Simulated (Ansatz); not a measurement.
Li:
```xyz
2
Lattice="3.0928 0.0000 0.0000 -1.5464 2.6785 0.0000 0.0000 0.0000 5.0642" Properties=species:S:1:pos:R:3 pbc="T T T"
Li     0.0000     1.7856     1.2660
Li     1.5464     0.8928     3.7981
```

Relaxed with r²SCAN.

Q: Map the electron localisation function on the plane through (0.333, 0.667, 0.250) spanned by u = [1, 1, 0] and v = [1, -1, 0] in lattice vectors, from r²SCAN in the plane-wave PAW code Ansatz.

A: x is the fraction of u, y of v (the angle between them is 90°; rows are the nearest grid lines); atoms in the plane: Li at (0.00, 0.00), Li at (0.50, 0.50).
```
|99920024542002999|
|99810024542001899|
|98300035553000389|
|00001355655310000|
|00123555655532100|
|33445555555554433|
|55555544444555555|
|66554321112345566|
|66542100000124566|
|65410004640001456|
|55300069996000355|
|54200299999200245|
|54200299999200245|
|55300069996000355|
|55410004640001455|
|65542100000124556|
|55554321112345555|
|55555554445555555|
|33345555555554333|
|00124556665542100|
|00001456665410000|
|98300035553000389|
|99810025552001899|
|99920024542002999|
```
Scale: ten equal steps from 0.012 (start of '0') to 1.00 (end of '9'), in the order '0123456789'; x runs from 0.000 to 1.00, y from 0.000 (bottom) to 1.00 (top).

The density is the valence pseudo-density with augmentation charge, so density and ELF within about 1 Å of a nucleus are not all-electron values.

Space group P6_3/mmc (hcp (Mg type)). The first step of the workflow began from a Materials Project structure, measured or hypothetical; the Crystallography Open Database files this formula in space group No. 194, but the cells were not matched. It is not the phase usual at ambient conditions (space group No. 229). The cell was relaxed with r²SCAN under the symmetry of its start; of distortions, only those at the zone centre were tested.

Potentials: the later of the program's two PAW sets.
